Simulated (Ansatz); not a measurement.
InIr3N:
```yaml
crystal:
  lattice:
    - [4.13167, 0.00000, 0.00000]
    - [0.00000, 4.13167, 0.00000]
    - [0.00000, 0.00000, 4.13167]
  atoms:
    - { symbol: In, position: [0.00000, 0.00000, 0.00000] }
    - { symbol: Ir, position: [0.00000, 0.50000, 0.50000] }
    - { symbol: Ir, position: [0.50000, 0.00000, 0.50000] }
    - { symbol: Ir, position: [0.50000, 0.50000, 0.00000] }
    - { symbol: N, position: [0.50000, 0.50000, 0.50000] }
```

Relaxed with r²SCAN. Special points in fractions of this cell's reciprocal vectors: Γ (0.000, 0.000, 0.000); X (0.000, 0.500, 0.000); M (0.500, 0.500, 0.000); R (0.500, 0.500, 0.500).

Task: List the band energies nearest the Fermi level at these points for plane-wave PAW r²SCAN (Ansatz code).

Result: In eV from the Fermi level; about four levels below and three above (degenerate sets whole), none deeper than 8.9 eV; points with the same levels are listed once.

```csv
k,below,above
Γ,-2.06 -2.06 -2.06 -1.80 -1.80,0.22 0.22 0.22
X,-2.11 -1.41 -0.88 -0.88,0.22 1.99 1.99
M,-1.93 -1.48 -0.71 -0.23,0.58 0.58 1.54
R,-1.44 -1.44 -0.02 -0.02 -0.02,1.85 1.85 1.85
```

Space group Pm-3m (anti-perovskite). The start of the workflow was typed in or built on a structure type; neither database checked (COD, Materials Project) lists it. Whether it is the stable phase at ambient conditions was not checked. Symmetry was held in the r²SCAN relaxation; its stability against distortions is not shown here. The workflow began spin-polarised and lost its moments. Its formation energy is positive at this level, so the cell may be metastable or incomplete. Scalar-relativistic: spin–orbit coupling is off unless named, which matters more the heavier the elements.

Potentials: the later of the program's two PAW sets.
